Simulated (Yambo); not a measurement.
A G0W0@PBEsol run in Yambo for GaAlN₂ (space group P-4m2, No. 115) (4×4×4 Γ-centred k mesh, 208 bands and a 10 Ry block in the screening, 208 bands in G with the Bruneval-Gonze terminator, plasmon pole fitted at 27.2 eV) gives these matrix elements, in eV, at the band edges (Γ → Γ):

| state | E0 | <Vxc> | <Σx> | <Σc(E0)> | Z |
|---|---|---|---|---|---|
| valence edge | 0.000 | -17.511 | -21.016 | 2.899 | 0.795 |
| conduction edge | 2.791 | -13.531 | -9.250 | -3.653 | 0.818 |

Problem. Solve the linearised quasiparticle equation for both states, give the gap, and say how exchange and correlation each act on it.

Solution. E = E0 + Z(Σx + Σc − Vxc). Valence: 0.000 + 0.795 × (-21.016 + (2.899) − (-17.511)) = -0.48 eV. Conduction: 2.791 + 0.818 × (-9.250 + (-3.653) − (-13.531)) = 3.30 eV. The gap is 3.79 eV, against 2.79 eV in PBEsol. Replacing Vxc by bare exchange alone would open it by 7.79 eV; correlation takes back 6.55 eV of that, and Z scales what is left. Nearest settings tried, and what they do to the gap: 134 bands in G: +6 meV; 134 bands in W, 134 bands in G: +8 meV; 4 Ry block (41 vectors against 149): -350 meV; 4×4×2 mesh: -34 meV. So the settings aren't converged at that level. 

The standard potential for Ga keeps a d shell in the valence without the s and p states of that shell. In tests on such compounds this moved G0W0 gaps by up to about 0.9 eV, so absolute quasiparticle energies here are unreliable; differences between settings are what counts.

Spin-orbit coupling is included.

Geometry relaxed with PBEsol; primitive cell a = 3.1430 Å, b = 3.1430 Å, c = 4.4239 Å, α = 90.00°, β = 90.00°, γ = 90.00°.

The structure is a Materials Project entry; no match was found in the copy of COD used, and its stability was not checked.
